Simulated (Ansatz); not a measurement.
Mg₂CdS₃ on the sites of Li2HfO3 (No. 12): a relaxation of cell and atoms in the plane-wave code Ansatz (r2SCAN+rVV10). The starting cell comes from a relaxation with PBEsol.

```yaml
crystal:
  lattice:
    - [5.8242187047, -2.6319159524, -0.8554463554]
    - [5.8242187047, 2.6319159524, -0.8554463554]
    - [-0.6527130854, 0.0, 3.6687788022]
  atoms:
    - { symbol: Mg, position: [0.6658213525, 0.6658213525, 0.6659291031] }
    - { symbol: Mg, position: [0.3341786475, 0.3341786475, 0.3340708969] }
    - { symbol: Cd, position: [0.0, 0.0, 0.0] }
    - { symbol: S, position: [0.8268766403, 0.8268766403, 0.3266797149] }
    - { symbol: S, position: [0.5, 0.5, 0.0] }
    - { symbol: S, position: [0.1731233597, 0.1731233597, 0.6733202851] }
kpoints:
  mp_grid: { grid: [6, 6, 6] }
hamiltonian:
  xc: r2scan
  dispersion: rvv10
scf:
  occupations: { method: fermi_dirac, width: 0.03 }
relax:
  f_tol: 0.01
  cell: {}
  max_steps: 120
```

The trajectory has 5 recorded frames, each with fractional positions and then forces in eV/Å along x, y and z. The last, and any step after a large change of cell, is solved on a basis re-selected at its cell; pressure is positive in compression.

Step 1: energy 0.0 meV/atom from step 1, largest force component 0.096 eV/Å, pressure +0.79 GPa; a = 6.448 Å, b = 6.448 Å, c = 3.726 Å, α = 106.79°, β = 106.79°, γ = 48.18°
```
Mg 0.6658 0.6658 0.6659     0.030   0.000   0.003
Mg 0.3342 0.3342 0.3341    -0.030   0.000  -0.003
Cd 0.0000 0.0000 0.0000     0.000   0.000   0.000
S  0.8269 0.8269 0.3267    -0.096   0.000  -0.013
S  0.5000 0.5000 0.0000     0.000   0.000   0.000
S  0.1731 0.1731 0.6733     0.096   0.000   0.013
```

Step 2: energy -0.4 meV/atom from step 1, largest force component 0.053 eV/Å, pressure -0.23 GPa; a = 6.483 Å, b = 6.483 Å, c = 3.733 Å, α = 106.73°, β = 106.73°, γ = 48.09°
```
Mg 0.6656 0.6656 0.6657     0.037   0.000   0.005
Mg 0.3344 0.3344 0.3343    -0.037   0.000  -0.005
Cd 0.0000 0.0000 0.0000     0.000   0.000   0.000
S  0.8254 0.8254 0.3254     0.053   0.000   0.011
S  0.5000 0.5000 0.0000     0.000   0.000   0.000
S  0.1746 0.1746 0.6746    -0.053   0.000  -0.011
```

Step 3: energy -0.6 meV/atom from step 1, largest force component 0.008 eV/Å, pressure -0.04 GPa; a = 6.474 Å, b = 6.474 Å, c = 3.734 Å, α = 106.76°, β = 106.76°, γ = 48.13°
```
Mg 0.6662 0.6662 0.6663     0.001   0.000  -0.001
Mg 0.3338 0.3338 0.3337    -0.001   0.000   0.001
Cd 0.0000 0.0000 0.0000     0.000   0.000   0.000
S  0.8261 0.8261 0.3261    -0.008   0.000   0.000
S  0.5000 0.5000 0.0000     0.000   0.000   0.000
S  0.1739 0.1739 0.6739     0.008   0.000   0.000
```

Step 4: energy -0.6 meV/atom from step 1, largest force component 0.002 eV/Å, pressure 0.00 GPa; a = 6.473 Å, b = 6.473 Å, c = 3.733 Å, α = 106.75°, β = 106.75°, γ = 48.13°
```
Mg 0.6662 0.6662 0.6662     0.002   0.000   0.000
Mg 0.3338 0.3338 0.3338    -0.002   0.000   0.000
Cd 0.0000 0.0000 0.0000     0.000   0.000   0.000
S  0.8260 0.8260 0.3260    -0.002   0.000   0.000
S  0.5000 0.5000 0.0000     0.000   0.000   0.000
S  0.1740 0.1740 0.6740     0.002   0.000   0.000
```

Step 5: energy -0.6 meV/atom from step 1, largest force component 0.002 eV/Å, pressure 0.00 GPa; a = 6.473 Å, b = 6.473 Å, c = 3.733 Å, α = 106.75°, β = 106.75°, γ = 48.13°
```
Mg 0.6662 0.6662 0.6662     0.002   0.000   0.000
Mg 0.3338 0.3338 0.3338    -0.002   0.000   0.000
Cd 0.0000 0.0000 0.0000     0.000   0.000   0.000
S  0.8260 0.8260 0.3260    -0.002   0.000   0.000
S  0.5000 0.5000 0.0000     0.000   0.000   0.000
S  0.1740 0.1740 0.6740     0.002   0.000   0.000
```

In 4 steps the volume changed by +0.9 %; between the first SCF and the last, each on a basis chosen for its cell, the energy fell by 0.6 meV an atom. Final cell: it is orthorhombic, Immm (No. 71); a = 3.733 Å, b = 5.280 Å, c = 11.217 Å in the conventional setting, 18.42 Å³ an atom. Around Mg lie 6 S at 2.59–2.64 Å; around Cd lie 6 S at 2.64–2.70 Å; around S lie 4 Mg at 2.59–2.64 Å and 2 Cd at 2.70 Å; around S lie 4 Mg at 2.64 Å and 2 Cd at 2.64 Å.

Run as `ansatz run input.yaml --threads 2 --pin off --max-ram 2211MiB --backend cpu --events-out ev --progress --plain --runs-dir out`. It took 91 s on 2 threads of Arm Neoverse V1 (shared host); peak host memory 0.98 GiB.

The calculation is spin-unpolarised, and the structure need not be a phase that has been made.
